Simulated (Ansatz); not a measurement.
The start is a generated cell, AgCl built in the rocksalt structure type. Cell shape, volume and atoms are optimised at zero target pressure with r2SCAN (plane waves to 500 eV, PAW, scalar-relativistic; Ansatz, an electronic-structure program). The first steps use a coarse 8×8×8 k-mesh.

Starting cell:
```
CELL_PARAMETERS angstrom
      0.00000     2.66721     2.66721
      2.66721     0.00000     2.66721
      2.66721     2.66721     0.00000
ATOMIC_POSITIONS crystal
  Cl 0.00000 0.00000 0.00000
  Ag 0.50000 0.50000 0.50000
```

- Initial pressure: +7.9 GPa (positive: the cell is compressed)
- Outcome: The space group stays Fm-3m (No. 225) (the run could not lower it); the end is rock salt type, with 2 atoms in the primitive cell
- Energy released: 0.051 eV/atom
- Volume change: +12.3 %, from 18.97 to 21.31 Å³/atom
- Shortest distances (start → end): The closest pairs of elements (up to four, under 3.6 Å), start → end: Ag–Cl 2.67 → 2.77 Å
- Band gap at the end: 1.48 eV, indirect (valence top at L, conduction bottom at Γ) (no spin-orbit coupling)
- Optimiser moves: 3

It ends as:

Space group Fm-3m (No. 225); a = 5.545 Å, b = 5.545 Å, c = 5.545 Å, α = 90.00°, β = 90.00°, γ = 90.00°

```tsv
atom	site	symmetry	x	y	z
Cl	4a	m-3m	0.0000	0.0000	0.0000
Ag	4b	m-3m	0.5000	0.5000	0.5000
```
(The calculation used a cell of 2 atoms; values per cell refer to that cell.)

Final values are on a 10×10×10 k-mesh of the relaxed cell. No spin polarisation in the result.

The run could not lose the symmetry of its start; a randomly shaken copy of 2 atoms returns to this structure.

All atoms sit on sites fixed by symmetry, so only the cell could relax.
